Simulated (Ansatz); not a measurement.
Level of theory: DFT PBE, scalar-relativistic, plane waves, PAW in Ansatz 0.2.0. All cells share a 420 eV cutoff and Γ-centred k meshes spaced about 0.3 Å⁻¹ or finer (0.25 for metals, 2π included). No spin polarisation.

These are static total energies at zero pressure.

Two forms of In4Ru were relaxed alike.

A.

```cif
data_structure
_symmetry_space_group_name_H-M 'I4/mmm'
_symmetry_Int_Tables_number 139
_cell_length_a 3.2322
_cell_length_b 3.2322
_cell_length_c 22.1191
_cell_angle_alpha 90.000
_cell_angle_beta 90.000
_cell_angle_gamma 90.000
_cell_volume 231.08
loop_
_atom_site_label
_atom_site_type_symbol
_atom_site_symmetry_multiplicity
_atom_site_Wyckoff_symbol
_atom_site_fract_x
_atom_site_fract_y
_atom_site_fract_z
_atom_site_occupancy
In1 In 4 e 0.00000 0.00000 0.18900 1
In2 In 4 e 0.00000 0.00000 0.42706 1
Ru1 Ru 2 a 0.00000 0.00000 0.00000 1
```

B.

```cif
data_structure
_symmetry_space_group_name_H-M 'P4/mmm'
_symmetry_Int_Tables_number 123
_cell_length_a 4.5562
_cell_length_b 4.5562
_cell_length_c 6.0685
_cell_angle_alpha 90.000
_cell_angle_beta 90.000
_cell_angle_gamma 90.000
_cell_volume 125.98
loop_
_atom_site_label
_atom_site_type_symbol
_atom_site_symmetry_multiplicity
_atom_site_Wyckoff_symbol
_atom_site_fract_x
_atom_site_fract_y
_atom_site_fract_z
_atom_site_occupancy
In1 In 4 i 0.00000 0.50000 0.74397 1
Ru1 Ru 1 a 0.00000 0.00000 0.00000 1
```

Problem. Which would you expect to be lower, and how large is the difference?

Solution. B is lower, by 16 meV/atom. A has space group I4/mmm (No. 139), 23.1 Å³/atom and no gap on its mesh; B has space group P4/mmm (No. 123), 25.2 Å³/atom and no gap. Counting all near atoms (those within 1.25 times the shortest distance at each site; a plus sign parts nearer from farther groups; a slash parts the counts of unlike sites), A has In 12/4+9, Ru 8+4 and B has In 8, Ru 8. The lower one is the more open, so pressure narrows the difference. Even the lower one lies +0.06 eV/atom against the reference forms of the elements (uncorrected), so neither is stable at this level. Both come from trial cells of a structure search, whose lowest cell (I-42m, 24.1 Å³/atom) lies 81 meV/atom below the lower of the two.

The k mesh leaves some 4 meV/atom of noise in the energy of each metallic cell. Trial moments fell under 0.15 μB along the way in I4/mmm and P4/mmm; another start might hold them. With atoms moved at random, B came back. A had no clear such test and can be a saddle point. Some structure types and database cells were kept out of the candidates from the start, so a known form may be missing.
